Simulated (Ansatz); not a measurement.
Ga4As3P, ordered on the zincblende lattice (Pmm2) with 8 atoms a cell, relaxed with r2SCAN. The symmetry is Pmm2 (No. 25, orthorhombic); conventional cell a = 3.970 Å, b = 7.938 Å, c = 5.607 Å, 22.09 Å³ an atom. Around P lie 4 Ga at 2.37–2.39 Å; around Ga lie 2 P at 2.39 Å and 2 As at 2.45 Å; around As lie 4 Ga at 2.44–2.45 Å; around Ga lie 1 P at 2.37 Å and 3 As at 2.44–2.46 Å; around As lie 4 Ga at 2.44–2.46 Å; around Ga lie 4 As at 2.44 Å.

```cif
data_structure
_symmetry_space_group_name_H-M 'P 1'
_symmetry_Int_Tables_number 1
_cell_length_a 3.9703
_cell_length_b 7.9381
_cell_length_c 5.6067
_cell_angle_alpha 90.000
_cell_angle_beta 90.000
_cell_angle_gamma 90.000
_cell_volume 176.70
loop_
_atom_site_label
_atom_site_type_symbol
_atom_site_fract_x
_atom_site_fract_y
_atom_site_fract_z
_atom_site_occupancy
P1 P 0.00000 0.00000 0.99993 1
Ga1 Ga 0.50000 0.00000 0.76232 1
As1 As 0.50000 0.75372 0.49999 1
Ga2 Ga 0.00000 0.75674 0.24577 1
As2 As 0.00000 0.50000 0.00017 1
Ga3 Ga 0.50000 0.50000 0.74606 1
As3 As 0.50000 0.24628 0.49999 1
Ga4 Ga 0.00000 0.24326 0.24577 1
```

3 runs of the PAW code Ansatz on this cell differ in the functional (and in the settings that go with it). Levels are in eV from each run's valence top; v1 is the last filled band, c1 the first empty one.

Run A, mean stress 0.0 GPa (compression positive):

| point | v4 | v3 | v2 | v1 | c1 | c2 |
| --- | --- | --- | --- | --- | --- | --- |
| Γ | -1.15 | -0.04 | -0.03 | 0.00 | 1.26 | 1.76 |
| X | -2.78 | -2.74 | -1.41 | -1.15 | 1.64 | 1.89 |
| S | -2.70 | -2.57 | -2.55 | -2.45 | 2.84 | 2.93 |
| Y | -1.46 | -1.35 | -0.45 | -0.16 | 2.07 | 2.45 |
| Z | -1.23 | -1.21 | -1.17 | -1.06 | 1.45 | 1.48 |
| U | -1.35 | -1.21 | -1.19 | -1.06 | 1.48 | 1.50 |

Run B, mean stress +0.5 GPa (compression positive):

| point | v4 | v3 | v2 | v1 | c1 | c2 |
| --- | --- | --- | --- | --- | --- | --- |
| Γ | -1.23 | -0.04 | 0.00 | 0.00 | 2.30 | 2.76 |
| X | -2.94 | -2.89 | -1.51 | -1.22 | 2.62 | 2.86 |
| S | -2.88 | -2.71 | -2.70 | -2.58 | 3.90 | 4.02 |
| Y | -1.53 | -1.39 | -0.49 | -0.17 | 3.15 | 3.50 |
| Z | -1.31 | -1.26 | -1.20 | -1.13 | 2.51 | 2.54 |
| U | -1.45 | -1.26 | -1.23 | -1.13 | 2.53 | 2.55 |

Run C, mean stress +0.7 GPa (compression positive):

| point | v4 | v3 | v2 | v1 | c1 | c2 |
| --- | --- | --- | --- | --- | --- | --- |
| Γ | -1.20 | -0.03 | -0.02 | 0.00 | 1.68 | 2.10 |
| X | -2.90 | -2.85 | -1.47 | -1.20 | 1.97 | 2.21 |
| S | -2.83 | -2.67 | -2.66 | -2.54 | 3.24 | 3.35 |
| Y | -1.50 | -1.37 | -0.47 | -0.16 | 2.48 | 2.83 |
| Z | -1.28 | -1.25 | -1.19 | -1.11 | 1.87 | 1.90 |
| U | -1.42 | -1.25 | -1.22 | -1.10 | 1.90 | 1.91 |

Q: Match the runs to r2SCAN, HSE06, PBE0.

A: A is r2SCAN, B is PBE0, C is HSE06. In order of the gap: r2SCAN 1.26, HSE06 1.68, PBE0 2.30 eV. The stress vanishes for r2SCAN, which relaxed the cell.

All values are calculated for a non-magnetic cell, which may be hypothetical.

Spin-orbit coupling is left out.

The stress of a hybrid is loosely converged in these runs.

The meshes of the hybrids are coarse, so their gaps aren't converged to the digits shown.
